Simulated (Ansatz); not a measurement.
## BePd: where the heat goes in a short trajectory

These are results of Ansatz, DFT PBEsol, scalar-relativistic, plane waves, PAW, not measurements. Settings: plane waves to 420 eV, k-mesh 2×2×2 (shifted by 0.5, 0.5, 0.5 steps), Fermi–Dirac smearing 0.1 eV. The mesh is coarse. No spin polarisation.

16 atoms start on the lattice sites below (V = 185.2 Å³, 1.04 times the source cell's; static pressure -9.50 GPa, largest force component 0.00 eV/Å) with velocities drawn for 1200 K; constant energy, at which the real crystal may have melted, fixed cell, 69 steps of 1.5 fs.

```yaml
crystal:
  lattice:
    - [0.00000, 0.00000, -5.70003]
    - [0.00000, -5.70003, 0.00000]
    - [-5.70003, 0.00000, 0.00000]
  atoms:
    - { symbol: Be, position: [0.50000, 0.50000, 0.50000] }
    - { symbol: Be, position: [0.00000, 0.50000, 0.50000] }
    - { symbol: Be, position: [0.50000, 0.00000, 0.50000] }
    - { symbol: Be, position: [0.00000, 0.00000, 0.50000] }
    - { symbol: Be, position: [0.50000, 0.50000, 0.00000] }
    - { symbol: Be, position: [0.00000, 0.50000, 0.00000] }
    - { symbol: Be, position: [0.50000, 0.00000, 0.00000] }
    - { symbol: Be, position: [0.00000, 0.00000, 0.00000] }
    - { symbol: Pd, position: [0.25000, 0.25000, 0.25000] }
    - { symbol: Pd, position: [0.75000, 0.25000, 0.25000] }
    - { symbol: Pd, position: [0.25000, 0.75000, 0.25000] }
    - { symbol: Pd, position: [0.75000, 0.75000, 0.25000] }
    - { symbol: Pd, position: [0.25000, 0.25000, 0.75000] }
    - { symbol: Pd, position: [0.75000, 0.25000, 0.75000] }
    - { symbol: Pd, position: [0.25000, 0.75000, 0.75000] }
    - { symbol: Pd, position: [0.75000, 0.75000, 0.75000] }
```

```
t (fs) T (K) kinetic energy (meV/atom) potential energy over the first frame (meV/atom) P with the kinetic part (GPa)
   0.0   1200                      145.4                                               0.0                          -8.07
   7.5   1083                      131.3                                              14.1                          -7.26
  15.0    787                       95.3                                              50.1                          -5.40
  22.5    504                       61.1                                              84.5                          -3.77
  30.0    435                       52.7                                              92.8                          -3.40
  37.5    523                       63.4                                              82.1                          -4.02
  45.0    612                       74.1                                              71.4                          -4.73
  52.5    612                       74.2                                              71.3                          -4.86
  60.0    518                       62.8                                              82.6                          -4.34
  67.5    427                       51.7                                              93.8                          -3.70
  75.0    413                       50.0                                              95.4                          -3.44
  82.5    432                       52.3                                              93.2                          -3.58
  90.0    486                       58.9                                              86.6                          -4.08
  97.5    588                       71.2                                              74.2                          -4.81
```

T counts 3N − 3 degrees of freedom. Means over every step of the second half, not only the rows shown: T = 498 K, kinetic energy 60.4 meV/atom, potential energy 85.1 meV/atom, P = -4.14 GPa.

Q: Does the potential energy follow equipartition for harmonic vibrations?

A: In a harmonic crystal each vibration holds as much potential as kinetic energy on average, here 60.4 meV/atom. The run has 85.1, a ratio of 1.41. All modes start in phase at zero potential energy, and slow ones that pass their first turning point in this window can alone give an excess; anharmonic motion or disorder setting in would add to it. At constant energy a start from the lattice sites hands about half of the kinetic energy to the potential, so T should settle near 600 K. So short a run gives a rough mean. Electronic entropy is part of the potential energy at this smearing.

Q: Split the rise of pressure into the kinetic part and the rest. Can a thermal Grüneisen parameter be estimated?

A: The program counts the kinetic part as N k_B T/V = 0.59 GPa. The pressure lies 5.36 GPa over the static one in all, so the forces add 4.77 GPa. For a harmonic mode with ω ∝ V^(−γ) and an amplitude that scales with the cell, the forces add (2γ − 2/3)U/V, which needs no equipartition; when U equals the kinetic energy K, this and the kinetic part 2K/(3V) sum to the Mie–Grüneisen γE_th/V. With U = N × 85.1 meV, γ = 1/3 + V ΔP_forces/(2U) = 2.36, for harmonic vibrations a mean over the modes weighted by their potential energy, for uniform scaling of the cell (in a layered or otherwise anisotropic crystal this differs from γ under hydrostatic pressure). Most solids fall between 1 and 3, and tetrahedral, framework and layered ones often lower; anharmonic motion and pressure swings in a cell of 16 atoms make this value uncertain by tenths or more.

Cost: 1 run of about 11 core-minutes (earlier runs that led there not counted), on Arm Neoverse N1 (shared hosts).